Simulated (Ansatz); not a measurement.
Si3N4:
Space group Fd-3m, origin choice 1 (No. 227); a = b = c = 7.743 Å, α = β = γ = 90.00°

```tsv
atom	site	symmetry	x	y	z
Si	16c	.-3m	0.1250	0.1250	0.1250
Si	8b	-43m	0.5000	0.5000	0.5000
N	32e	.3m	0.3675	0.3675	0.3675
```
(The calculation used a cell of 14 atoms; values per cell refer to that cell.)

This is the PBEsol-relaxed structure.

Problem. All from the program Ansatz at the PBEsol level (PAW), unless another level is named. Predict the formation energy from the elements (no fitted shifts).

Solution. -1.13 eV/atom.

Problem. Give the electron effective mass, band 1 of 3 at the edge.

Solution. 0.59 along [100], 0.47 along [110], 0.44 along [111] (mₑ).

Problem. And the electron effective mass, band 2 of 3 at the edge?

Solution. 0.33 along [100], 0.38 along [110], 0.36 along [111] (mₑ).

Problem. Give the valence-band maximum.

Solution. on the K–Γ line, 56 % of the way from K.

The PBEsol relaxation kept the symmetry of its start. The references are the lowest solids computed at this level, not always the standard phases (solids in place of the gases).

Potentials: the earlier of the program's two PAW sets. The files were generated under PBE; for other functionals the program regenerates the frozen cores, and for LDA and PBEsol the local potential too.

Edges and masses are those of Kohn–Sham bands, whose gap is no quasiparticle gap.
